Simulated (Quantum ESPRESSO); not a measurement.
LiBH$_{4}$ is modelled in the hexagonal space group P6₃mc (No. 186), Pearson symbol hP12. Conventional cell: a = b = 4.203 Å, c = 7.420 Å, α = β = 90.00°, γ = 120.00°. H1 on 2b is coordinated by 1 B at 1.219 Å and 1 Li at 1.909 Å (linear). H2 on 6c is surrounded by 1 B at 1.224 Å and 2 Li at 2.109 Å. Li on 2b has 1 H at 1.909 Å and 6 H at 2.109 Å and 3 B at 2.495 Å. B on 2b is surrounded by 4 H at 1.219–1.224 Å and 3 Li at 2.495 Å. (Neighbours: up to the widest gap in distance over summed covalent radii, below 1.35, at either atom; cation-cation contacts left out.)

The geometry is that of Materials Project entry mp-2659898, symmetrised and not relaxed again.

What does PBEsol (Quantum ESPRESSO, PseudoDojo norm-conserving, 76 Ry, without SOC) give for the electronic structure near the Fermi level?

The PBEsol gap is indirect, 6.60 eV, from Γ to 50 % of the way from L to M; the smallest direct gap is 6.74 eV. Another valence extremum on the path lies within 0.02 eV, too close to call. 

The structure is a Materials Project entry; no match was found in the copy of COD used, and its stability was not checked.
